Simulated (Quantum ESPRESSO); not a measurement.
## Kohn-Sham bands of BaAlSiH (P3m1)

```
CELL_PARAMETERS angstrom
      4.33423     0.00000     0.00000
     -2.16711     3.75355     0.00000
      0.00000     0.00000     5.26255
ATOMIC_POSITIONS crystal
  Ba 0.00000 0.00000 0.00044
  Al 0.66667 0.33333 0.46525
  Si 0.33333 0.66667 0.54231
  H  0.66667 0.33333 0.13491
```

Structure: Materials Project mp-571093, symmetrised, not relaxed again. Not found in the COD (Crystallography Open Database) copy used; not checked further. Level: PBEsol, no spin polarisation, no spin-orbit coupling; pw.x of Quantum ESPRESSO at 58 Ry with PseudoDojo potentials, 12×12×6 k-points, Wannier90. Density: 12×12×6 mesh, Gaussian smearing 0.01 Ry. Spin-orbit coupling is left out although heavy elements are present.

List the Kohn-Sham levels between −8 and 3.7 eV relative to the valence-band maximum at the high-symmetry points, as a band run of pw.x on that density gives them (levels within 2 meV counted together).


| point | k (reciprocal lattice) | levels (eV) |
|---|---|---|
| Γ | 0.000 0.000 0.000 | -4.01, -0.78, -0.44 (×2), 1.30, 3.06 (×2) |
| M | 0.500 0.000 0.000 | -6.74, -5.71, -3.00, -1.12, -0.53, 0.71, 2.32, 2.97, 3.38 |
| K | 0.333 0.333 0.000 | -6.43, -5.54, -3.06, -2.60, -0.72, 1.20, 2.77 |
| A | 0.000 0.000 0.500 | -7.84, -5.07, -0.13 (×2), -0.02, 1.76, 1.86 (×2), 2.61 (×2), 2.95 |
| L | 0.500 0.000 0.500 | -7.13, -5.15, -3.17, -1.57, -0.76, 1.56, 3.31 |
| H | 0.333 0.333 0.500 | -6.68, -5.77, -2.89, -2.23, -0.42, 2.92 |
